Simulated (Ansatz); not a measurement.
ZrO₂:
```
ZrO2
1.0
    3.58447     0.00000     0.00000
    0.00000     3.58447     0.00000
    0.00000     0.00000     5.17879
Zr O
2 4
Direct
  0.00000   0.00000   0.00000
  0.50000   0.50000   0.50000
  0.00000   0.50000   0.29885
  0.00000   0.50000   0.79885
  0.50000   0.00000   0.20115
  0.50000   0.00000   0.70115
```

The program Ansatz at the PBEsol level (PAW) gives a gap of 4.00 eV without spin–orbit coupling, maximum on the M–Γ line, 57 % of the way from M, minimum at Γ.

Task: What happens when spin–orbit coupling is switched on?

Result: The gap is nearly the same, to 4.00 eV; maximum on the M–Γ line, 57 % of the way from M, minimum at Γ.

Task: Give the electron effective mass with spin–orbit coupling.

Result: 0.57, 0.57, 2.1 mₑ (principal values).

Task: Give the hole effective mass with spin–orbit coupling.

Result: 0.69, 2.3, 10 mₑ (principal values).

Space group P4_2/nmc. This is a known high-temperature phase of the composition, computed here at zero pressure and temperature. The cell was relaxed with PBEsol under the symmetry of its start; whether a distortion lowers the energy is not shown. No spin polarisation was allowed.

Potentials: the earlier of the program's two PAW sets.
